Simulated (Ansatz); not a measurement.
In2TeO2:
Space group P-3m1 (No. 164); a = 3.742 Å, b = 3.742 Å, c = 7.187 Å, α = 90.00°, β = 90.00°, γ = 120.00°

```csv
atom,site,symmetry,x,y,z
In,2d,3m.,0.3333,0.6667,0.1918
Te,1b,-3m.,0.0000,0.0000,0.5000
O,2d,3m.,0.6667,0.3333,0.1192
```

Relaxed with PBEsol.

Q: Which orbitals make up the states near the Fermi level in PBEsol in the plane-wave PAW code Ansatz?

A: Within 0.5 eV of the Fermi level: Te 5p 53 %, In 5s 17 %, In 5p 13 %, O 2p 12 %. Projections are on Löwdin-orthogonalised atomic valence shells; empty p or d shells of many metals are not among them.

Q: Tabulate the density of states.

A: States/eV per cell of 5 atoms, in 0.25 eV bins, energy from the Fermi level.

| E (eV) | total | O 2p | Te 5p | In 5p |
|---|---|---|---|---|
| -7.85 | 0.13 | 0.06 | 0.02 | 0.01 |
| -7.60 | 1.28 | 0.60 | 0.14 | 0.05 |
| -7.35 | 3.28 | 1.64 | 0.26 | 0.09 |
| -7.10 | 2.82 | 1.31 | 0.30 | 0.09 |
| -6.85 | 2.52 | 1.28 | 0.19 | 0.10 |
| -6.60 | 1.98 | 1.02 | 0.15 | 0.12 |
| -6.35 | 1.44 | 0.76 | 0.12 | 0.17 |
| -6.10 | 1.36 | 0.79 | 0.08 | 0.21 |
| -5.85 | 1.60 | 0.97 | 0.11 | 0.27 |
| -5.60 | 2.05 | 1.15 | 0.30 | 0.37 |
| -5.35 | 3.09 | 1.86 | 0.42 | 0.55 |
| -5.10 | 3.49 | 1.90 | 0.67 | 0.60 |
| -4.85 | 3.69 | 2.08 | 0.64 | 0.58 |
| -4.60 | 2.88 | 1.76 | 0.44 | 0.43 |
| -4.35 | 3.50 | 2.33 | 0.45 | 0.49 |
| -4.10 | 3.08 | 2.03 | 0.41 | 0.41 |
| -3.85 | 6.40 | 4.81 | 0.46 | 0.69 |
| -3.60 | 3.07 | 2.47 | 0.17 | 0.28 |
| -3.35 | 2.15 | 1.66 | 0.24 | 0.16 |
| -3.10 | 1.38 | 0.79 | 0.37 | 0.14 |
| -2.85 | 2.15 | 1.24 | 0.62 | 0.18 |
| -2.60 | 3.38 | 1.94 | 1.04 | 0.24 |
| -2.35 | 2.85 | 1.34 | 1.15 | 0.20 |
| -2.10 | 2.39 | 1.00 | 1.09 | 0.15 |
| -1.85 | 2.11 | 0.67 | 1.22 | 0.10 |
| -1.60 | 1.80 | 0.45 | 1.10 | 0.10 |
| -1.35 | 0.96 | 0.15 | 0.61 | 0.07 |
| -1.10 | 0.91 | 0.11 | 0.63 | 0.07 |
| -0.85 | 1.10 | 0.10 | 0.84 | 0.07 |
| -0.60 | 0.99 | 0.07 | 0.81 | 0.06 |
| -0.35 | 0.91 | 0.07 | 0.64 | 0.09 |
| -0.10 | 1.25 | 0.14 | 0.67 | 0.17 |
| 0.15 | 1.37 | 0.17 | 0.67 | 0.19 |
| 0.40 | 1.55 | 0.22 | 0.64 | 0.23 |
| 0.65 | 1.49 | 0.30 | 0.27 | 0.27 |
| 0.90 | 1.97 | 0.41 | 0.34 | 0.33 |
| 1.15 | 1.56 | 0.31 | 0.29 | 0.24 |
| 1.40 | 0.75 | 0.14 | 0.13 | 0.13 |
| 1.65 | 1.79 | 0.33 | 0.31 | 0.26 |
| 1.90 | 2.78 | 0.52 | 0.51 | 0.30 |
| 2.15 | 1.97 | 0.34 | 0.36 | 0.18 |
| 2.40 | 0.54 | 0.09 | 0.11 | 0.04 |
| 2.65 | 0.23 | 0.04 | 0.05 | 0.01 |
| 2.90 | 0.01 | 0.00 | 0.00 | 0.01 |
| 3.15 | 0.41 | 0.03 | 0.01 | 0.25 |
| 3.40 | 1.93 | 0.17 | 0.09 | 1.12 |
| 3.65 | 2.33 | 0.27 | 0.12 | 1.29 |
| 3.90 | 1.67 | 0.21 | 0.08 | 0.92 |
| 4.15 | 0.92 | 0.12 | 0.04 | 0.51 |
| 4.40 | 0.60 | 0.07 | 0.03 | 0.36 |
| 4.65 | 1.73 | 0.14 | 0.08 | 0.77 |

The start of the workflow was typed in or built on a structure type; neither database checked (COD, Materials Project) lists it. Its standing as an ambient phase is unchecked. The cell was relaxed with PBEsol under the symmetry of its start; its stability against distortions is not shown here. Spin–orbit coupling is left out wherever it is not named.

Potentials: the earlier of the program's two PAW sets. The files were generated under PBE; for other functionals the program regenerates the frozen cores, and for LDA and PBEsol the local potential too.
